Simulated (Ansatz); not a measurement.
Property card for RuS2

RuS₂:
```xyz
12
Lattice="5.5991 0.0000 0.0000 0.0000 5.5991 0.0000 0.0000 0.0000 5.5991" Properties=species:S:1:pos:R:3 pbc="T T T"
Ru     0.0000     0.0000     0.0000
Ru     2.7995     0.0000     2.7995
Ru     2.7995     2.7995     0.0000
Ru     0.0000     2.7995     2.7995
S      2.1830     2.1830     2.1830
S      0.6166     3.4161     4.9825
S      4.9825     0.6166     3.4161
S      3.4161     4.9825     0.6166
S      3.4161     3.4161     3.4161
S      4.9825     2.1830     0.6166
S      0.6166     4.9825     2.1830
S      2.1830     0.6166     4.9825
```

Space group Pa-3 (No. 205); conventional cell a = b = c = 5.5991 Å, α = β = γ = 90.00°.

Method: DFT-HSE06 in the program Ansatz with PAW potentials. The cell and atoms are relaxed at this level. Other levels are named where they apply.

### Cell and energy

| Property | Value |
|---|---|
| Volume per atom | 14.63 Å³ |
| Density | 6.25 g/cm³ |

### Electronic structure

| Property | Value |
|---|---|
| Band gap | 1.97 eV (indirect) |
| Valence-band maximum | on the M–X1 line, 25 % of the way from M (k = 0.500, 0.375, 0.000 in fractions of the reciprocal vectors) |
| Conduction-band minimum | at Γ |
| Smallest direct gap on the standard path | 2.40 eV |
| Gap with spin–orbit coupling | 1.94 eV (at the special points and the edges found without it) |

### Mechanics

| Property | Result |
|---|---|
| Bulk modulus (Birch–Murnaghan fit) | 189 GPa |
| Pressure derivative B′ | 5.1 |

### Charges

| Property | Value |
|---|---|
| Bader charges | Ru +0.62, S -0.31 e |

The HSE06 relaxation kept the symmetry of its start. The run is not spin-polarised. The hybrid was solved on a coarse mesh, the path and, where they were found, the r²SCAN edge points; its band edges are the extreme levels among these. Scalar-relativistic: spin–orbit coupling is off unless named, which matters more the heavier the elements.

Potentials: the later of the program's two PAW sets.
